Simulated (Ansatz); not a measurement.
An Ansatz (a quantum-chemistry and plane-wave program) run. Input:

Ansatz 0.2 input:
```yaml
crystal:
  lattice:
    - [3.1259402034, 0.0, 0.0]
    - [-1.5629701017, 2.7071436269, 0.0]
    - [0.0, 0.0, 3.484066252]
  atoms:
    - { symbol: Sc, position: [0.0, 0.0, 0.0] }
    - { symbol: B, position: [0.6666666667, 0.3333333333, 0.5] }
    - { symbol: B, position: [0.3333333333, 0.6666666667, 0.5] }
kpoints:
  mp_grid: { grid: [31, 31, 25] }
hamiltonian:
  xc: pbesol
  pseudopotentials: { kind: paw }
scf:
  occupations: { method: fermi_dirac, width: 0.1 }
elastic: { mode: relaxed_ion, stencil: two_point, amplitude: 0.005, f_tol: 0.0005 }
```

Output (shortened):

```
Pseudopotential: Sc, paw, valence charge 11
Pseudopotential: B, paw, valence charge 3
Functional definition: PBEsol
Crystal: 3 atoms, lattice volume = 29.483 Å³
Basis set: ecut = 420 eV, 563 PW (Γ), exchange–correlation on 48×48×48 points (8 copies of the dense FFT grid, shifted against one another)
Bands: 13, of which v1, the nominal top of the filled ones, is band 9 counted from 1 (8 counted from 0)
Symmetry: 24 space group operations
Space group: P6/mmm (ITA 191), of the structure as read, at distance tolerance 3.1e-5 Å
k-points: 1248 of 24025
SCF 1 converged in 8 iterations: F = -2419.403981 eV  dr2 = 1.47e-14
Crystal: 3 atoms, lattice volume = 29.336 Å³
Symmetry: 8 space group operations
k-points: 3328 of 24025
SCF 2 converged in 8 iterations: F = -2419.402842 eV  dr2 = 1.55e-14
relax step   1: F+E_penalty+E_count = -2419.40284177 eV  Δ(F+E_penalty+E_count) = +0.000e0 eV  max|allowed force component| = 1.927e-3 eV/Å  Δτ_max = 0.0000 Å  (8 SCF iters, accepted)
Crystal: 3 atoms, lattice volume = 29.336 Å³
SCF 3 converged in 9 iterations: F = -2419.402842 eV  dr2 = 0.0
relax step   2: F+E_penalty+E_count = -2419.40284186 eV  Δ(F+E_penalty+E_count) = -9.588e-8 eV  max|allowed force component| = 1.177e-3 eV/Å  Δτ_max = 0.0000 Å  (9 SCF iters, accepted)
Crystal: 3 atoms, lattice volume = 29.336 Å³
SCF 4 converged in 9 iterations: F = -2419.402842 eV  dr2 = 0.0
relax step   3: F+E_penalty+E_count = -2419.40284192 eV  Δ(F+E_penalty+E_count) = -5.696e-8 eV  max|allowed force component| = 3.526e-8 eV/Å  Δτ_max = 0.0000 Å  (9 SCF iters, accepted)
Crystal: 3 atoms, lattice volume = 29.336 Å³
SCF 5 converged in 11 iterations: F = -2419.402842 eV  dr2 = 0.0
Crystal: 3 atoms, lattice volume = 29.631 Å³
SCF 6 converged in 8 iterations: F = -2419.402750 eV  dr2 = 3.73e-15
relax step   1: F+E_penalty+E_count = -2419.40274978 eV  Δ(F+E_penalty+E_count) = +0.000e0 eV  max|allowed force component| = 3.715e-3 eV/Å  Δτ_max = 0.0000 Å  (8 SCF iters, accepted)
Crystal: 3 atoms, lattice volume = 29.631 Å³
SCF 7 converged in 9 iterations: F = -2419.402750 eV  dr2 = 0.0
relax step   2: F+E_penalty+E_count = -2419.40275035 eV  Δ(F+E_penalty+E_count) = -5.716e-7 eV  max|allowed force component| = 2.500e-5 eV/Å  Δτ_max = 0.0002 Å  (9 SCF iters, accepted)
Crystal: 3 atoms, lattice volume = 29.631 Å³
SCF 8 converged in 11 iterations: F = -2419.402750 eV  dr2 = 0.0
Crystal: 3 atoms, lattice volume = 29.336 Å³
SCF 9 converged in 7 iterations: F = -2419.402859 eV  dr2 = 1.44e-14
Crystal: 3 atoms, lattice volume = 29.631 Å³
SCF 10 converged in 5 iterations: F = -2419.403331 eV  dr2 = 3.42e-15
Crystal: 3 atoms, lattice volume = 29.483 Å³
Symmetry: 4 space group operations
k-points: 6208 of 24025
SCF 11 converged in 7 iterations: F = -2419.403533 eV  dr2 = 9.04e-15
relax step   1: F+E_penalty+E_count = -2419.40353332 eV  Δ(F+E_penalty+E_count) = +0.000e0 eV  max|allowed force component| = 2.037e-4 eV/Å  Δτ_max = 0.0000 Å  (7 SCF iters, accepted)
Crystal: 3 atoms, lattice volume = 29.483 Å³
SCF 12 converged in 10 iterations: F = -2419.403533 eV  dr2 = 0.0
Crystal: 3 atoms, lattice volume = 29.483 Å³
SCF 13 converged in 7 iterations: F = -2419.403533 eV  dr2 = 9.04e-15
relax step   1: F+E_penalty+E_count = -2419.40353332 eV  Δ(F+E_penalty+E_count) = +0.000e0 eV  max|allowed force component| = 2.037e-4 eV/Å  Δτ_max = 0.0000 Å  (7 SCF iters, accepted)
Crystal: 3 atoms, lattice volume = 29.483 Å³
SCF 14 converged in 10 iterations: F = -2419.403533 eV  dr2 = 0.0
SCF converged after 8 iterations
Free energy (F): -2419.403981 eV
Harris-Foulkes:  -2419.403981 eV  (|F-HF|=9.09e-13)
Internal energy: -2419.374216 eV  (E = F + TS)
E sigma→0 (E₀):  -2419.389098 eV
Entropy (-TS):   -0.029765 eV (-9.922 meV/atom)
Fermi energy:    12.288844 eV
--- Per-component energies (eV) ---
  E_band       = -85.992862
  E_kinetic    = 363.026099
  E_local      = -725.548013  (includes V_loc(G=0)·N_el)
  E_nonlocal   = 105.100504
  E_hartree    = 250.545371
  E_xc         = -170.142568
  E_vxc        = -208.558271  (∫ρ·V_xc dr)
  E_paw        = -1082.830181  (= ΣΔE_a)
  E_vpaw       = -121.103927  (= ΣTr[D̂ρ^β])
  E_aug_tail   = 0.000001  (compensation charges beyond the density's cutoff)
  E_ewald      = -1159.683876
  E_core_change = 0.158447  (= ΣΔE_core)
  E_smearing   = -0.029765  (= −TS)
  E_closure    = 0.000000  (closes the sum)
  Σ components = -2419.403981   (vs F -2419.403981, Δ=0.00e0)
--- Forces (eV/Å), atoms counted from 1 ---
  atom   1  Sc     0.00000000     0.00000000     0.00000000
  atom   2  B      0.00000000     0.00000000     0.00000000
  atom   3  B      0.00000000     0.00000000     0.00000000
  max |Σ_I F_I| component: 7.40e-17 eV/Å
--- Stress (GPa, compression-positive) ---
       -0.061512       0.000000       0.000000
        0.000000      -0.061512       0.000000
        0.000000       0.000000       0.248047
  P = ⅓ Tr σ = 0.0417 GPa (0.417 kbar)
--- Band table (eV; the first three rows and the last of 1248) ---
  k-point 0: bands = ["-35.6382", "-14.4757", "-14.1402", "-14.1402", "0.6126", "10.7637", "11.3704", "11.3704", "11.8264", "16.4904", "16.4904", "17.3000", "17.3000"]
  k-point 1: bands = ["-35.6380", "-14.4791", "-14.1400", "-14.1400", "0.6316", "10.5648", "11.3841", "11.3841", "12.0155", "16.4113", "16.4113", "17.2655", "17.2655"]
  k-point 2: bands = ["-35.6374", "-14.4892", "-14.1393", "-14.1393", "0.6880", "10.1576", "11.4251", "11.4251", "12.3940", "16.2086", "16.2086", "17.1641", "17.1641"]
  k-point 1247: bands = ["-35.5395", "-14.5263", "-14.5123", "-14.4769", "5.0315", "5.3408", "8.0669", "10.7082", "10.7849", "16.9567", "18.2973", "18.3421", "18.6556"]
--- Elastic constants: 3 strain directions × 2 members + reference (group order 24) ---
  dense FFT box of the reference and of every strained cell: 24×24×24
  strains applied: 11, 33, 23; error gains …
  C = ∂σ_k/∂η_j (tension-positive GPa; Voigt order 11 22 33 23 13 12):
       516.060     50.250     73.317      0.000      0.000      0.000
        50.250    516.060     73.317      0.000      0.000      0.000
        73.636     73.636    385.931      0.000      0.000      0.000
         0.000      0.000      0.000    195.393      0.000      0.000
         0.000      0.000      0.000      0.000    195.393      0.000
         0.000      0.000      0.000      0.000      0.000    232.905
  reference stress σ⁰ (GPa):      0.062      0.062     -0.248      0.000      0.000      0.000
  moduli (Voigt/Reuss/Hill, GPa): K = 201.38/198.95/200.17   G = 206.13/202.93/204.53   E = 457.70   ν = 0.119
  mechanically stable: yes (min eigenvalue of sym C = 195.39 GPa)
  strain η (Voigt 11):  stress-route row diagonal C_11 = 516.06 GPa, energy-path curvature d²(F+E_count+ΔE)/dδ²/Ω₀ = 516.07 GPa
         δ    σ_11 (GPa)             F (eV)   n_scf  n_hpsi   n_pw
    -5.000e-3      -2.5549       -2419.4028419      11  853502    588   relax 3 steps, max|allowed force component| 3.53e-8 eV/Å
     5.000e-3       2.6057       -2419.4027504      11  850965    596   relax 2 steps, max|allowed force component| 2.50e-5 eV/Å
  strain η (Voigt 33):  stress-route row diagonal C_33 = 385.93 GPa, energy-path curvature d²(F+E_count+ΔE)/dδ²/Ω₀ = 385.93 GPa
         δ    σ_33 (GPa)             F (eV)   n_scf  n_hpsi   n_pw
    -5.000e-3      -2.2005       -2419.4028585       7  278193    588   relax 0 steps, max|allowed force component| 4.75e-16 eV/Å
     5.000e-3       1.6588       -2419.4033305       5  241128    600   relax 0 steps, max|allowed force component| 4.93e-16 eV/Å
  strain η (Voigt 23):  stress-route row diagonal C_44 = 195.39 GPa, energy-path curvature d²(F+E_count+ΔE)/dδ²/Ω₀ = 195.44 GPa
         δ    σ_23 (GPa)             F (eV)   n_scf  n_hpsi   n_pw
    -5.000e-3      -0.9770       -2419.4035333      10  1537495    594   relax 1 steps, max|allowed force component| 2.04e-4 eV/Å
     5.000e-3       0.9770       -2419.4035333      10  1538002    594   relax 1 steps, max|allowed force component| 2.04e-4 eV/Å
```

Cost: about 11 core-minutes (a rough figure) on shared cores.

The workflow started from a Materials Project entry (that database holds measured and hypothetical structures alike); the Crystallography Open Database files this formula in space group No. 191, but the cells were not matched. Its standing as an ambient phase is unchecked. Symmetry was held in the PBEsol relaxation; phonons on a q-mesh show no instability. No spin polarisation was allowed. As this level gives no gap, shear constants depend on the k-mesh and smearing (Fermi–Dirac, 0.1 eV here).

Potentials: the later of the program's two PAW sets.

Ansatz is a plane-wave DFT program.
